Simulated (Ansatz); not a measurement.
SiC (zinc blende)

```
SiC
1.0
    0.00000     2.18988     2.18988
    2.18988     0.00000     2.18988
    2.18988     2.18988     0.00000
C Si
1 1
Direct
  0.75000   0.75000   0.75000
  0.00000   0.00000   0.00000
```

The slice is a {111} plane (indices of the conventional cell) through the point (0.000, 0.000, 0.000) (fractional), spanned by u = [100] and v = [-1 2 0] in vectors of this cell: u (3.10 Å) and v (5.36 Å, at 90° to u). It covers one period; positions are fractions (u, v).

Method: PBE (plane waves to 420 eV, PAW, scalar-relativistic; Ansatz, an electronic-structure program). k mesh 13×13×13. Near the nuclei the fields are pseudised (PAW); where an atom keeps semicore shells as valence, they peak there. SiC was relaxed with its symmetry unable to fall.

Sketch the electrostatic potential energy of an electron, from the cell's mean on this plane as a map.


| v \ u | 0.00 | 0.12 | 0.25 | 0.38 | 0.50 | 0.62 | 0.75 | 0.88 |
|---|---|---|---|---|---|---|---|---|
| 0.96 | x | x | x | 5.0 | 6.9 | 5.0 | x | x |
| 0.86 | x | <1.0 | 3.1 | x | x | x | 3.1 | <1.0 |
| 0.75 | 7.7 | 8.3 | 8.3 | 4.9 | x | 4.9 | 8.3 | 8.3 |
| 0.64 | 9.5 | 8.2 | 3.4 | <1.0 | x | <1.0 | 3.4 | 8.2 |
| 0.54 | 8.8 | 5.6 | x | x | x | x | x | 5.6 |
| 0.43 | 3.8 | 4.1 | <1.0 | x | x | x | <1.0 | 4.1 |
| 0.32 | x | x | 5.7 | 2.1 | <1.0 | 2.0 | 5.7 | x |
| 0.21 | 2.9 | 5.2 | 8.1 | 9.1 | 9.1 | 9.1 | 8.1 | 5.2 |
| 0.11 | x | x | <1.0 | 7.2 | 9.3 | 7.2 | <1.0 | x |
| 0.00 | x | x | x | 5.3 | 8.3 | 5.3 | x | x |

Values: electrostatic potential energy of an electron, from the cell's mean, in eV. Points within 0.8 Å of a nucleus are blanked (x), as the pseudised field means little there. Values under 1 eV are set to 1. The zero, the cell's mean, hangs on the PAW cores.
